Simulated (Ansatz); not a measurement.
TaP in space group P-6m2 (No. 187; Ta on 1e, P on 1b) at seven volumes, the program Ansatz at the LDA level (PAW), shape and atoms relaxed at each. One row is withheld.

| V (Å³/atom) | P (GPa) |
|---|---|
| 13.839 | 24.91 |
| 14.295 | ? |
| 14.751 | 7.07 |
| 15.207 | -0.01 |
| 15.664 | -6.05 |
| 16.120 | -11.24 |
| 16.576 | -15.71 |

Fit the shown pressures and predict the withheld one.

Third-order Birch–Murnaghan: P = (3/2)B₀(x^(7/2) − x^(5/2))[1 + (3/4)(B′ − 4)(x − 1)] with x = (V₀/V)^(2/3). Least squares on the six rows gives V₀ = 15.208 Å³/atom, B₀ = 217.5 GPa, B′ = 4.11. At V = 14.295, x = 1.0421 and P = 15.29 GPa. The run itself gave 15.32 GPa.

The first step of the workflow began from a Materials Project structure, measured or hypothetical; the Crystallography Open Database copy checked does not list it. COD files the formula under space group No. 141. Whether it is the stable phase at ambient conditions was not checked. Symmetry was held in the LDA relaxation; whether a distortion lowers the energy is not shown. The run is not spin-polarised. Scalar-relativistic: spin–orbit coupling is off unless named, which matters more the heavier the elements.

Potentials: the earlier of the program's two PAW sets. The files were generated under PBE; for other functionals the program regenerates the frozen cores, and for LDA and PBEsol the local potential too.
